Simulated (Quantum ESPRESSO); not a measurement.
Ge7N, input and log of a self-consistent run

Computed values, not a measurement. The program is pw.x of Quantum ESPRESSO 7.5 (plane-wave density functional theory). The cell is made up: 8 atoms on a zincblende/diamond lattice, with randomly drawn elements, strain and displacements, not relaxed. PseudoDojo standard norm-conserving files (v0.5 for PBE, v0.4.1 for LDA and PBEsol) set the functional; there is no spin polarisation, spin-orbit coupling or dispersion term, and the masses in the input are unused placeholders. A spin-polarised start on this cell or one of its family kept no moment.

Input:

```
&control calculation='scf', pseudo_dir='./dojo.nc.sr.pbe.v0_5.standard.upf', outdir='./o', disk_io='low', tprnfor=.true., tstress=.true. /
&system ibrav=0, nat=8, ntyp=2, nbnd=62, ecutwfc=84.00895049, nosym=.true., tot_charge=0,
 occupations='smearing', smearing='fd', degauss=0.0073498644
/
&electrons conv_thr=7.350e-09, electron_maxstep=60, /
ATOMIC_SPECIES
Ge 1.0 Ge.upf
N 1.0 N.upf
CELL_PARAMETERS angstrom
5.7484 0.0243 0.0747
0.0243 5.6713 0.0164
0.0747 0.0164 5.7761
ATOMIC_POSITIONS angstrom
Ge 0.022 0.0098 0.1767
Ge 0.1866 2.7066 2.6539
Ge 2.919 -0.0872 3.0433
Ge 2.7994 3.0054 -0.0248
N 1.435 1.4507 1.7004
Ge 1.5683 4.3687 4.2512
Ge 4.2839 1.5454 4.3467
Ge 4.3869 4.2264 1.3952
K_POINTS automatic
6 6 6 1 1 1
```

The log is shortened where brackets say so; the opening notice, blank lines, dates and the lines on written files are dropped, and the path of the files is cut. It prints rydbergs, bohrs and kilobars, and counts compression as positive stress.

```
     Program PWSCF v.7.5
     Parallel version (MPI & OpenMP), running on       4 processor cores
     Number of MPI processes:                 4
     Threads/MPI process:                     1
     [start-up lines left out]
     bravais-lattice index     =            0
     lattice parameter (alat)  =      10.8639  a.u.
     unit-cell volume          =    1270.5057 (a.u.)^3
     number of atoms/cell      =            8
     number of atomic types    =            2
     number of electrons       =       103.00
     number of Kohn-Sham states=           62
     kinetic-energy cutoff     =      84.0090  Ry
     charge density cutoff     =     336.0358  Ry
     scf convergence threshold =      7.3E-09
     mixing beta               =       0.7000
     number of iterations used =            8  plain     mixing
     Exchange-correlation= PBE
                           (   1   4   3   4   0   0   0)
     [axes and pseudopotential details left out]
   Cartesian axes
     site n.     atom                  positions (alat units)
         1        Ge     tau(   1) = (   0.0038268   0.0017047   0.0307361  )
         2        Ge     tau(   2) = (   0.0324582   0.4708001   0.4616332  )
         3        Ge     tau(   3) = (   0.5077461  -0.0151680   0.5293675  )
         4        Ge     tau(   4) = (   0.4869422   0.5227749  -0.0043138  )
         5        N      tau(   5) = (   0.2496114   0.2523423   0.2957764  )
         6        Ge     tau(   6) = (   0.2727983   0.7599144   0.7394759  )
         7        Ge     tau(   7) = (   0.7451639   0.2688149   0.7560876  )
         8        Ge     tau(   8) = (   0.7630802   0.7351620   0.2426884  )
     number of k points=   108  Fermi-Dirac smearing, width (Ry)=  0.0073
     Number of k-points >= 100: set verbosity='high' to print them.
     Dense  grid:   132175 G-vectors     FFT dimensions: (  64,  64,  64)
     Estimated max dynamical RAM per process >     614.66 MB
     Estimated total dynamical RAM >       2.31 GB
     Initial potential from superposition of free atoms
     starting charge     102.9942, renormalised to     103.0000
     Starting wfcs are   67 randomized atomic wfcs
     total cpu time spent up to now is        9.1 secs
     per-process dynamical memory:   540.9 Mb
     Self-consistent Calculation
     iteration #  1     ecut=    84.01 Ry     beta= 0.70
     Davidson diagonalization with overlap
     ethr =  1.00E-02,  avg # of iterations =  3.3
     Threshold (ethr) on eigenvalues was too large:
     Diagonalizing with lowered threshold
     Davidson diagonalization with overlap
     ethr =  7.85E-04,  avg # of iterations =  1.8
     total cpu time spent up to now is       52.0 secs
     total energy              =   -1270.48533647 Ry
     estimated scf accuracy    <       0.80314895 Ry
     iteration #  2     ecut=    84.01 Ry     beta= 0.70
     Davidson diagonalization with overlap
     ethr =  7.80E-04,  avg # of iterations =  7.9
     total cpu time spent up to now is       75.8 secs
     total energy              =   -1270.16902466 Ry
     estimated scf accuracy    <       6.86724459 Ry
     iteration #  3     ecut=    84.01 Ry     beta= 0.70
     Davidson diagonalization with overlap
     ethr =  7.80E-04,  avg # of iterations =  5.4
     total cpu time spent up to now is      101.1 secs
     total energy              =   -1270.95038220 Ry
     estimated scf accuracy    <       0.05218621 Ry
     iteration #  4     ecut=    84.01 Ry     beta= 0.70
     Davidson diagonalization with overlap
     ethr =  5.07E-05,  avg # of iterations =  4.3
     total cpu time spent up to now is      123.0 secs
     total energy              =   -1270.96056593 Ry
     estimated scf accuracy    <       0.00665199 Ry
     iteration #  5     ecut=    84.01 Ry     beta= 0.70
     Davidson diagonalization with overlap
     ethr =  6.46E-06,  avg # of iterations =  6.2
     total cpu time spent up to now is      145.9 secs
     total energy              =   -1270.96137947 Ry
     estimated scf accuracy    <       0.00292643 Ry
     [iterations 6 to 7 left out]
     iteration #  8     ecut=    84.01 Ry     beta= 0.70
     Davidson diagonalization with overlap
     ethr =  1.84E-08,  avg # of iterations =  3.5
     total cpu time spent up to now is      205.3 secs
     total energy              =   -1270.96210975 Ry
     estimated scf accuracy    <       0.00000393 Ry
     iteration #  9     ecut=    84.01 Ry     beta= 0.70
     Davidson diagonalization with overlap
     ethr =  3.82E-09,  avg # of iterations =  2.0
     total cpu time spent up to now is      224.3 secs
     total energy              =   -1270.96211063 Ry
     estimated scf accuracy    <       0.00000028 Ry
     iteration # 10     ecut=    84.01 Ry     beta= 0.70
     Davidson diagonalization with overlap
     ethr =  2.70E-10,  avg # of iterations =  3.2
     total cpu time spent up to now is      246.0 secs
     total energy              =   -1270.96211071 Ry
     estimated scf accuracy    <       0.00000006 Ry
     iteration # 11     ecut=    84.01 Ry     beta= 0.70
     Davidson diagonalization with overlap
     ethr =  5.47E-11,  avg # of iterations =  2.0
     total cpu time spent up to now is      265.1 secs
     total energy              =   -1270.96211073 Ry
     estimated scf accuracy    <          8.8E-09 Ry
     iteration # 12     ecut=    84.01 Ry     beta= 0.70
     Davidson diagonalization with overlap
     ethr =  8.58E-12,  avg # of iterations =  2.2
     total cpu time spent up to now is      284.2 secs
     End of self-consistent calculation
     Number of k-points >= 100: set verbosity='high' to print the bands.
     the Fermi energy is     7.5811 ev
!    total energy              =   -1270.96211073 Ry
     estimated scf accuracy    <          6.0E-10 Ry
     smearing contrib. (-TS)   =      -0.00501491 Ry
     internal energy E=F+TS    =   -1270.95709582 Ry
     The total energy is F=E-TS. E is the sum of the following terms:
     one-electron contribution =    -698.53413882 Ry
     hartree contribution      =     413.02072300 Ry
     xc contribution           =    -311.03001030 Ry
     ewald contribution        =    -674.41366971 Ry
     convergence has been achieved in  12 iterations
     Forces acting on atoms (cartesian axes, Ry/au):
     atom    1 type  1   force =     0.04075366    0.07898317   -0.04553222
     atom    2 type  1   force =     0.02318708   -0.02685957    0.01382840
     atom    3 type  1   force =     0.07037182    0.09822471   -0.09631631
     atom    4 type  1   force =    -0.00135027   -0.04777599    0.02754419
     atom    5 type  2   force =    -0.01425653   -0.00459981   -0.02138097
     atom    6 type  1   force =    -0.12455789   -0.06333764    0.06019855
     atom    7 type  1   force =     0.03577902   -0.01783917    0.01525836
     atom    8 type  1   force =    -0.02992690   -0.01679571    0.04640000
     Total force =     0.259493     Total SCF correction =     0.000135
     Computing stress (Cartesian axis) and pressure
          total   stress  (Ry/bohr**3)                   (kbar)     P=      -24.51
  -0.00014766   0.00023021  -0.00019097          -21.72       33.87      -28.09
   0.00023021  -0.00011600  -0.00026653           33.87      -17.06      -39.21
  -0.00019097  -0.00026653  -0.00023622          -28.09      -39.21      -34.75
     init_run     :      8.66s CPU      8.93s WALL (       1 calls)
     electrons    :    274.09s CPU    275.19s WALL (       1 calls)
     forces       :      2.62s CPU      2.63s WALL (       1 calls)
     stress       :      9.06s CPU      9.06s WALL (       1 calls)
     [timing details left out]
     PWSCF        :   4m54.63s CPU   4m56.12s WALL
     JOB DONE.
```

In other units: free energy -17292.320 eV for the cell, pressure -2.45 GPa, largest force component 3.203 eV/Å. A rerun of the same cell at another strain at 1437 eV and a 8 x 8 x 8 mesh moved values by no more than 0.005 eV in energy, 0.03 GPa in stress and 0.010 eV/Å in force.